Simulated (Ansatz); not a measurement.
ZnInGaO4 (R3m), random displacements

All numbers below come from DFT PBEsol, scalar-relativistic, plane waves, PAW (Ansatz 0.2.0). Settings: plane waves to 420 eV, k-mesh 12×12×12 (Γ-centred), Gaussian smearing 0.05 eV. No spin polarisation. Energies are free energies at this smearing, counted from the undisturbed cell; pressure is positive in compression.

The starting cell (as given, not relaxed at this level, and it needn't be the usual structure):

```
Zn In Ga O
1.0
     1.68033    0.97014    8.71341
    -1.68033    0.97014    8.71341
     0.00000   -1.94027    8.71341
Zn In Ga O
1 1 1 4
Direct
  0.21838 0.21838 0.21838
  0.00277 0.00277 0.00277
  0.78703 0.78703 0.78703
  0.29514 0.29514 0.29514
  0.71136 0.71136 0.71136
  0.12172 0.12172 0.12172
  0.86360 0.86360 0.86360
```

The atoms are displaced (Å, in the unstrained cell):

```tsv
atom	ux	uy	uz
Zn1	-0.189	-0.159	0.208
In2	0.099	-0.205	-0.321
Ga3	-0.195	0.310	-0.261
O4	0.038	-0.239	0.111
O5	0.252	-0.071	0.131
O6	0.010	-0.040	-0.203
O7	-0.015	0.403	0.335
```

Strain (Voigt, engineering shear): (0.0410, 0.0231, 0.0082, -0.0074, 0.0307, 0.0254).

Problem. What are the energy change, the stress and the forces?

Solution. ΔE = 887.3 meV/atom; stress (xx, yy, zz, yz, xz, xy; compression positive) (-8.59, 40.93, 11.82, 16.72, -4.98, -5.62) GPa; gap on the mesh 0.12 eV.
```csv
atom,Fx (eV/Å),Fy,Fz
Zn1,-2.00,15.56,2.24
In2,-1.24,-0.30,3.70
Ga3,-1.07,-5.00,2.76
O4,1.17,0.94,0.06
O5,0.28,-0.62,-6.33
O6,0.85,5.82,2.03
O7,2.01,-16.39,-4.46
```

Cost: 1 run of about 5.5 core-minutes, on Arm Neoverse V1 (shared hosts).